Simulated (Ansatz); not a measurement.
A trial structure of Cu3O2 was built thus: random cell by space group and Wyckoff sites (P-6m2, No. 187). The dimensions are guesses.

```
Cu O
1.0
     4.53264    0.00000    0.00000
    -2.26632    3.92538    0.00000
     0.00000    0.00000    3.79413
Cu O
3 2
Direct
  0.48796 0.51204 0.50000
  0.48796 0.97592 0.50000
  0.02408 0.51204 0.50000
  0.00000 0.00000 0.00000
  0.66667 0.33333 0.50000
```

These are results of DFT PBE, scalar-relativistic, plane waves, PAW (Ansatz), not measurements. Cutoff 420 eV, Gaussian smearing, Γ-centred meshes. Cell and atoms relax first on a coarse mesh and then on a finer one. In between, the cell is made exact in the group found at 0.06 Å. In metals the finer mesh still leaves noise of several meV/atom or more. The steps can't lower the symmetry of their start, moments included. Collinear spin, starting moments 1 -1 -1 0 0 μB in the order of the atoms.

A guess keeps its type if space group and coordination stay and the shape of the cell changes little (axis ratios within about 15 %, angles within 6°); the volume may change.

Problem. Will the relaxed cell still be of the starting type?

Solution. It doesn't keep its type. The symmetry stays P-6m2 (No. 187). The volume per atom grows by 22.2 %, from 13.5 to 16.5 Å³. The shortest distance goes from 1.40 Å (Cu–O) to 1.82 Å (Cu–O). The ratio c/a of the conventional cell changes by a factor of 0.55. Counting neighbours within 15 % of an atom's shortest distance, the start has Cu 1, O 3/18 and the end Cu 1, O 3/6. In detail, at the end Cu is surrounded by 1 O at 1.82 Å and 2 O at 2.10 Å; O on its first site has 6 Cu at 2.10 Å and 2 O at 2.73 Å; O on its second site has 3 Cu at 1.82 Å.

```cif
data_structure
_symmetry_space_group_name_H-M 'P-6m2'
_symmetry_Int_Tables_number 187
_cell_length_a 5.9027
_cell_length_b 5.9027
_cell_length_c 2.7344
_cell_angle_alpha 90.000
_cell_angle_beta 90.000
_cell_angle_gamma 120.000
_cell_volume 82.51
loop_
_atom_site_label
_atom_site_type_symbol
_atom_site_symmetry_multiplicity
_atom_site_Wyckoff_symbol
_atom_site_fract_x
_atom_site_fract_y
_atom_site_fract_z
_atom_site_occupancy
Cu1 Cu 3 k 0.15575 0.84425 0.50000 1
O1 O 1 a 0.00000 0.00000 0.00000 1
O2 O 1 d 0.33333 0.66667 0.50000 1
```

The last run used collinear spin, a 6×6×14 mesh (in the run's order of axes) for its 5-atom cell and Gaussian smearing of 0.10 eV. No Hubbard U is applied to the 3d shell of Cu. Another magnetic order may lie lower. A structure relaxed within its symmetry needn't be a true minimum. Another cell of Cu3O2 relaxed alike but without spin, in I4/mmm (a Materials Project cell), lies 153 meV/atom lower, so this cell isn't the stable form at this level.

In counts of neighbours, a slash parts the counts of unlike sites.
